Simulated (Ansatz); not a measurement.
**Is this Mg2Cd3Te5 structure a true minimum?**

It was reached by relaxing an invented guess, and it needn't be the stable form of this composition.

The calculation used DFT PBE, scalar-relativistic, plane waves, PAW in Ansatz 0.2.0. Plane waves to 420 eV, a k mesh through Γ of 6×6×6 on the computed 10-atom cell and Gaussian smearing (0.02 eV); no spin polarisation.

The cell below (10 atoms, space group R3m (No. 160)) is relaxed within its symmetry.

```cif
data_structure
_symmetry_space_group_name_H-M 'P 1'
_symmetry_Int_Tables_number 1
_cell_length_a 19.1285
_cell_length_b 19.1285
_cell_length_c 19.1285
_cell_angle_alpha 13.976
_cell_angle_beta 13.976
_cell_angle_gamma 13.976
_cell_volume 355.29
loop_
_atom_site_label
_atom_site_type_symbol
_atom_site_fract_x
_atom_site_fract_y
_atom_site_fract_z
_atom_site_occupancy
Mg1 Mg 0.00013 0.00013 0.00013 1
Mg2 Mg 0.20055 0.20055 0.20055 1
Cd1 Cd 0.39947 0.39947 0.39947 1
Cd2 Cd 0.80032 0.80032 0.80032 1
Cd3 Cd 0.59982 0.59982 0.59982 1
Te1 Te 0.34899 0.34899 0.34899 1
Te2 Te 0.74997 0.74997 0.74997 1
Te3 Te 0.15088 0.15088 0.15088 1
Te4 Te 0.54940 0.54940 0.54940 1
Te5 Te 0.95047 0.95047 0.95047 1
```

For the test it was strained at random (σ = 1.5 % a component), the atoms were moved at random (σ = 0.10 Å), and all was relaxed again on a coarse 4×4×4 mesh (in the run’s order of axes) with 0.10 eV smearing, with no symmetry imposed.

These runs have no spin–orbit coupling, which can matter for Te.

Task: Does it come back?

Result: It returns, within 1 meV/atom of the unmoved cell on that mesh and with the same symmetry when read at 0.1 Å (Cm at 0.01 Å, so small strains and shifts remain). So it is stable against the distortions that fit this cell and that this random move excites. Modes that don't fit the cell aren't tested.
